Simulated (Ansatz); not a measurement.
The cell of K2GeTe is invented: random cell by space group and Wyckoff sites (P6/mmm, No. 191). The dimensions are guesses.

```cif
data_structure
_symmetry_space_group_name_H-M 'P6/mmm'
_symmetry_Int_Tables_number 191
_cell_length_a 5.4884
_cell_length_b 5.4884
_cell_length_c 5.2125
_cell_angle_alpha 90.000
_cell_angle_beta 90.000
_cell_angle_gamma 120.000
_cell_volume 135.98
loop_
_atom_site_label
_atom_site_type_symbol
_atom_site_symmetry_multiplicity
_atom_site_Wyckoff_symbol
_atom_site_fract_x
_atom_site_fract_y
_atom_site_fract_z
_atom_site_occupancy
K1 K 2 c 0.33333 0.66667 0.00000 1
Ge1 Ge 1 a 0.00000 0.00000 0.00000 1
Te1 Te 1 b 0.00000 0.00000 0.50000 1
```

Level of theory: DFT PBE, scalar-relativistic, plane waves, PAW (Ansatz). Cutoff 420 eV, Gaussian smearing, Γ-centred meshes. Cell and atoms relax first on a coarse mesh and then on a finer one. In between, the cell is made exact in the group found at 0.06 Å. In metals the finer mesh still leaves noise of several meV/atom or more. The steps can't lower the symmetry of their start. No spin polarisation.

A guess keeps its type if space group and coordination stay and the shape of the cell changes little (axis ratios within about 15 %, angles within 6°); the volume may change.

Q: Does it keep its structure type, or change into something else?

A: It keeps its type. The symmetry stays P6/mmm (No. 191). The volume per atom grows by 29.3 %, from 34.0 to 43.9 Å³. The shortest distance goes from 2.61 Å (Ge–Te) to 2.76 Å (Ge–Te). The ratio c/a of the conventional cell changes by a factor of 0.96. Counting neighbours within 15 % of an atom's shortest distance, the start has Ge 2, K 6, Te 2 and the end Ge 2, K 6, Te 2.

The last run used a 12×12×10 mesh (in the run's order of axes) for its 4-atom cell and Gaussian smearing of 0.10 eV. Spin–orbit coupling, which can matter for Te, is left out. A structure relaxed within its symmetry needn't be a true minimum.
